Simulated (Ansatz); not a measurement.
Si$_{2}$Ni (fluorite or antifluorite type), relaxed with r²SCAN (Ansatz, an electronic-structure program, plane waves, PAW): a = b = c = 5.3844 Å, α = β = γ = 90.00°.

| Item | Value |
|---|---|
| ΔH_f (eV/atom) | -0.35 |
| B₀ by P(V) fit (GPa) | 163 |

### Question
The same phase is relaxed and computed with PBE in the same code. What are the cell and these values now?

### Answer
a = b = c = 5.4451 Å, α = β = γ = 90.00°.

* **ΔH_f (eV/atom)**: -0.35
* **B₀ by P(V) fit (GPa)**: 143

Began spin-polarised and lost the moments: Si2Ni, fluorite or antifluorite type with r²SCAN; Si2Ni, fluorite or antifluorite type with PBE. All cells were relaxed under the symmetry of their starts (and spin orders); stability against distortions was not tested throughout.

Potentials: the later of the program's two PAW sets.

Ansatz is a plane-wave DFT program.

Formation energies count from the lowest solids of the elements computed at the same level, not from gases.
